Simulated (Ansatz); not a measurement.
# Structure relaxation, Rh

The start is a generated cell, Rh built in the AFLOW prototype A_hR1_166_a (A10, as in Hg). A full variable-cell relaxation at zero pressure is run with r2SCAN (plane waves to 500 eV, PAW, scalar-relativistic; Ansatz, a quantum-chemistry and plane-wave program). The first steps use a coarse 14×14×14 k-mesh.

The start:
```
CELL_PARAMETERS angstrom
      1.45529     0.84021     1.86983
     -1.45529     0.84021     1.86983
      0.00000    -1.68042     1.86983
ATOMIC_POSITIONS crystal
  Rh 0.00000 0.00000 0.00000
```

Question: What symmetry does the relaxed structure have?

Answer: The space group goes from R-3m (No. 166) to Fm-3m (No. 225); the end is fcc (Cu type), with 1 atom in the primitive cell.

Question: By how much does the energy per atom fall from start to end?

Answer: 0.57 eV/atom.

Question: Is the relaxed structure metallic? Give its gap.

Answer: No gap (metallic).

Final values are on a 21×21×21 k-mesh of the relaxed cell. No spin polarisation in the result.

The run could not lose the symmetry of its start; a randomly shaken copy of 2 atoms returns to this structure.
